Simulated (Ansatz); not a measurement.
Given:

Relaxed KZnF3 (cubic perovskite):

```
KZnF3
1.0
    8.25492     0.00000     0.00000
    4.12746     4.12746     0.00000
    0.00000     0.00000     4.12746
K Zn F
2 2 6
Direct
  0.00000   0.00000   0.00000
  0.50000   0.00000   0.00000
  0.00000   0.50000   0.50000
  0.50000   0.50000   0.50000
  0.75000   0.50000   0.50000
  0.25000   0.50000   0.50000
  0.25000   0.00000   0.50000
  0.75000   0.00000   0.50000
  0.00000   0.50000   0.00000
  0.50000   0.50000   0.00000
```

The atoms are displaced by Q × the pattern below (from a DFPT mode at M = (0.5, 0.5, 0.0), largest move 1; Q in Å), at fixed cell. It is one choice among 2 degenerate patterns. (q is in reciprocal vectors of the primitive cell; the cell shown is doubled to hold the pattern.)

```csv
atom,x,y,z
K1,-0.514,0.000,0.000
K2,0.514,0.000,0.000
Zn3,0.000,1.000,0.000
Zn4,0.000,-1.000,0.000
F9,0.000,-0.936,0.000
F10,0.000,0.936,0.000
```

Atoms not listed stay in place.

These are PBE (plane waves to 420 eV, PAW, scalar-relativistic; Ansatz, an electronic-structure program) values and carry that method's errors. k mesh 8×8×8 (Γ-centred), Fermi-Dirac smearing 0.05 eV. Energies are smeared free energies. KZnF3 was relaxed with its symmetry unable to fall. ΔE is measured from the undisplaced structure.

The scan covers Q from -0.100 to 0.100 Å in 13 points.

Task: Which space group does the distorted structure have?

Result: Cmmm (No. 65), lowered from Pm-3m.

Task: What is the energy change at Q = 0.100 Å?

Result: 214.1 meV/cell.

Task: What harmonic wavenumber does the curvature at Q = 0 give?

Result: 249 cm⁻¹.

(For displaced atoms, the force is minus the slope of the energy, and its curvature is a force constant, which sets phonon frequencies.)
